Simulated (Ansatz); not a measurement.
SiO2:
```
CELL_PARAMETERS angstrom
      4.07162     0.00000     0.00000
      0.00000     5.03012     0.00000
      0.00000     0.00000     4.48325
ATOMIC_POSITIONS crystal
  Si 0.50000 0.34816 0.75000
  Si 0.50000 0.65184 0.25000
  Si 0.00000 0.15184 0.25000
  Si 0.00000 0.84816 0.75000
  O  0.26883 0.61794 0.58039
  O  0.73117 0.38206 0.41961
  O  0.23117 0.88206 0.08039
  O  0.76883 0.11794 0.91961
  O  0.76883 0.88206 0.41961
  O  0.23117 0.11794 0.58039
  O  0.73117 0.61794 0.91961
  O  0.26883 0.38206 0.08039
```

Relaxed with r²SCAN.

Task: Give the Bader charges and basin volumes of the independent atoms, r²SCAN in the plane-wave PAW code Ansatz.

Result: 

| atom | Bader charge (e) | Bader volume (Å³) |
|---|---|---|
| Si1 | +3.35 | 2.5 |
| O5 | -1.67 | 10.2 |

Space group Pbcn. The workflow started from a Materials Project entry (that database holds measured and hypothetical structures alike); the Crystallography Open Database copy checked does not list it. It is not the phase usual at ambient conditions (space group No. 92, 152, 154). Symmetry was held in the r²SCAN relaxation; its stability against distortions is not shown here.

Potentials: the later of the program's two PAW sets.
